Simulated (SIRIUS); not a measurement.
A self-consistent single point of SrTiO3 (Pm-3m, 5 atoms in the cell; from Materials Project mp-5229) with SIRIUS.

Computed with PBE, GBRV PBE ultrasoft pseudopotentials (plane waves; SIRIUS).

```
SrTiO3
1.0
    3.91270     0.00000     0.00000
    0.00000     3.91270     0.00000
    0.00000     0.00000     3.91270
Sr Ti O
1 1 3
Direct
  0.00000   0.00000   0.00000
  0.50000   0.50000   0.50000
  0.50000   0.00000   0.50000
  0.00000   0.50000   0.50000
  0.50000   0.50000   0.00000
```

Reference input (self-consistent single point, DFT, PBE, plane waves, GBRV PBE ultrasoft pseudopotentials): parameters.ngridk = 9 9 9; parameters.xc_functionals = [XC_GGA_X_PBE, XC_GGA_C_PBE]; parameters.gk_cutoff = 6.325 1/bohr; parameters.pw_cutoff = 14.143 1/bohr; parameters.shiftk = 1 1 1; parameters.smearing = gaussian; parameters.smearing_width = 0.000367493 Ha; potentials = GBRV PBE ultrasoft pseudopotentials; parameters.electronic_structure_method = pseudopotential; parameters.num_bands = 24; parameters.num_mag_dims = 0; parameters.num_dft_iter = 100. This run's input differs from it in these lines:

```diff
@@ -16,3 +16,3 @@
     "pw_cutoff": 14.143,
-    "ngridk": [9, 9, 9],
+    "ngridk": [2, 2, 2],
     "shiftk": [1, 1, 1],
```

Log, with long lists cut:

```
[find] density tolerance         : 1e-06
[find] total energy tolerance    : 1e-07
[find] iter_solver_tol (initial) : 0.01
[find] iter_solver_tol (target)  : 1e-13
[find] num_dft_iter              : 100
Charges and magnetic moments
--------------------------------------------------------------------------------
total charge          : 40.000000
[find] | SCF iteration   0 out of 100|
[diagonalize] iterative solver tolerance (occupied, empty): 0.01 0.01
[diagonalize] average number of iterations: 1
[find] Charges and magnetic moments
[find] total charge          : 40.000000
[find] Energy
[find] smearing (-TS)                 :       0.00000000
   [... lines left out ...]
[find] Charges and magnetic moments
[find] total charge          : 40.000000
[find] Energy
[find] smearing (-TS)                 :       0.00000000
[find] Total energy                   :    -143.52040255 (Ha),    -287.04080511 (Ry)
[find] Free energy (E-TS)             :    -143.52040255 (Ha),    -287.04080511 (Ry)
[find] band gap (eV)                  :       4.09090158
[find] Efermi                         :       0.46505577
[find] iteration : 24, RMS (target) : 9.9692e-07 (1.0000e-06) , energy difference (target) : -5.5138e-12 (1.0000e-07)
[find] bands are converged : true
[find] iterative solver converged : false
[find] converged after 25 SCF iterations!
[find] Charges and magnetic moments
[find] total charge          : 40.000000
[find] Energy
[find] smearing (-TS)                 :       0.00000000
[find] Total energy                   :    -143.52040255 (Ha),    -287.04080511 (Ry)
[find] Free energy (E-TS)             :    -143.52040255 (Ha),    -287.04080511 (Ry)
[find] band gap (eV)                  :       4.09090158
[find] Efermi                         :       0.46505577
[ground_state] === stress tensor components [kbar] ===
[ground_state] === stress_total ===
[ground_state]   -28.251133    0.000000    0.000000
[ground_state]     0.000000  -28.251133    0.000000
[ground_state]     0.000000    0.000000  -28.251133
[ground_state] ==== total Forces in Ha/bohr =====
[ground_state] atom:    0, force:       0.0000000      0.0000000      0.0000000
   [... zero for the other atoms too ...]
```

The run converged in 25 iterations. SIRIUS prints the stress tensor with tension positive. Against the reference run the free energy drops by 74.6 meV/atom and the pressure goes from 3.48 to 2.83 GPa.

This run is one point of a test of settings, so its values need not be converged; read them against the reference run alone. The structure comes from a collection of computed structures, made at another level of theory; the collection holds predicted forms beside known ones. With one or two k-points the zone of this small cell is coarsely sampled: energies, forces and stress carry that error and can break the symmetry, so a converged loop does not mean converged values.

The gap that the log prints is read on the run's mesh, which can miss the band edges or a crossing.
